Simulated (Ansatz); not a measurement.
# Ge (dhcp): energy against volume

These are results of DFT, r2SCAN, plane waves (500 eV) with PAW, scalar-relativistic in Ansatz 0.2.0, not measurements. The PAW files were generated under PBE, with cores re-solved for the functional.

The cell is scaled uniformly from the relaxed one, with fractional coordinates and shape fixed. Energies are extrapolated to zero smearing, pressures are those at the given smearing. Magnetic state: spin not included.

A Birch-Murnaghan fit gives V₀ = 18.90 Å³/atom, B₀ = 67 GPa, B₀′ = 4.3.

Problem. What are the energy above the minimum and the pressure at 17.338 Å³/atom?

Solution. 31.5 meV/atom and 7.03 GPa as computed.

Problem. What are the energy above the minimum and the pressure at 18.091 Å³/atom?

Solution. 7.9 meV/atom and 3.26 GPa as computed.

Problem. What are the energy above the minimum and the pressure at 21.107 Å³/atom?

Solution. 44.0 meV/atom and -5.79 GPa as computed.
